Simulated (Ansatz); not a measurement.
ZnSn2N2: rattling a relaxed structure

It was reached by relaxing an invented guess, and it needn't be the stable form of this composition.

Theory: DFT PBE, scalar-relativistic, plane waves, PAW in Ansatz. Cutoff 420 eV; k points 8×8×8 on the computed 10-atom cell (Γ-centred); Gaussian smearing, width 0.10 eV; no spin polarisation.

The cell below (10 atoms, space group Ibam (No. 72)) is relaxed within its symmetry.

```xyz
10
Lattice="-3.1101 4.7780 2.9498 3.1101 -4.7780 2.9498 3.1101 4.7780 -2.9498" Properties=species:S:1:pos:R:3 pbc="T T T"
Zn    0.0000    0.0000    1.4749
Zn    0.0000    0.0000    4.4246
Sn    0.3280    6.3089    0.0000
Sn    2.7821    1.5309    0.0000
Sn    0.3280    3.2472    2.9498
Sn    2.7821   -1.5309    2.9498
N     3.7837    3.4695    0.0000
N     2.4365    3.4695    2.9498
N     0.6736    1.3085    0.0000
N    -0.6736    1.3085    2.9498
```

For the test it was strained at random (σ = 1.5 % a component), the atoms were moved at random (σ = 0.10 Å), and all was relaxed again on a coarse 4×4×4 mesh (in the run’s order of axes) with 0.20 eV smearing, with no symmetry imposed.

Question: Is the structure stable against such a distortion?

Answer: It returns, within 1 meV/atom of the unmoved cell on that mesh and with the same symmetry when read at 0.1 Å (P-1 at 0.01 Å, so small strains and shifts remain). So it is stable against the distortions that fit this cell and that this random move excites. Modes that don't fit the cell aren't tested.
